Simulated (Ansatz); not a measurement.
SrCaI4:
```
CELL_PARAMETERS angstrom
      7.06532     0.00000     0.00000
      0.00000     4.62031     0.00000
     -0.02669     0.00000     8.04227
ATOMIC_POSITIONS crystal
  Sr 0.00000 0.00000 0.00000
  Ca 0.00000 0.50000 0.50000
  I  0.24834 0.00000 0.34504
  I  0.75166 0.00000 0.65496
  I  0.25636 0.50000 0.82110
  I  0.74364 0.50000 0.17890
```

Relaxed with r²SCAN+D4. Special points in fractions of this cell's reciprocal vectors: Γ (0.000, 0.000, 0.000); Z (0.000, 0.500, 0.000); D (0.000, 0.500, 0.500); B (0.000, 0.000, 0.500); A (-0.500, 0.000, 0.500); E (-0.500, 0.500, 0.500); C2 (-0.500, 0.500, 0.000); Y2 (-0.500, 0.000, 0.000).

Q: List the band energies nearest the valence-band maximum at these points for plane-wave PAW r²SCAN+D4 (Ansatz code).

A: In eV from the valence-band maximum; about four levels below and three above (degenerate sets whole), none deeper than 8.9 eV; points with the same levels are listed once.

```json
[
 {"k": "Γ", "below": "-0.86 -0.29 -0.28 0.00", "above": "4.08 4.76 5.08"},
 {"k": "Z", "below": "-1.13 -0.88 -0.82 -0.63", "above": "4.87 5.12 5.17"},
 {"k": "D", "below": "-0.97 -0.89 -0.88 -0.81", "above": "4.03 4.18 5.64"},
 {"k": "B", "below": "-0.58 -0.55 -0.38 -0.26", "above": "4.44 4.58 5.32"},
 {"k": "A", "below": "-0.67 -0.64 -0.60 -0.52", "above": "4.50 4.62 5.37"},
 {"k": "E", "below": "-0.80 -0.78 -0.62 -0.55", "above": "4.24 4.37 5.65"},
 {"k": "C2", "below": "-0.75 -0.74 -0.70 -0.60", "above": "4.95 5.00 5.18"},
 {"k": "Y2", "below": "-0.82 -0.61 -0.41 -0.40", "above": "4.27 4.98 5.02"}
]
```

Space group P2/m. The workflow started from a Materials Project entry (that database holds measured and hypothetical structures alike); the Crystallography Open Database copy checked does not list it. With Sr and Ca taken as one species the cell has the higher symmetry P-3m1, so it may be an ordered model of a mixed-site phase. Its standing as an ambient phase is unchecked. The cell was relaxed with r²SCAN+D4 under the symmetry of its start; whether a distortion lowers the energy is not shown. Scalar-relativistic: spin–orbit coupling is off unless named, which matters more the heavier the elements.

Potentials: the later of the program's two PAW sets.
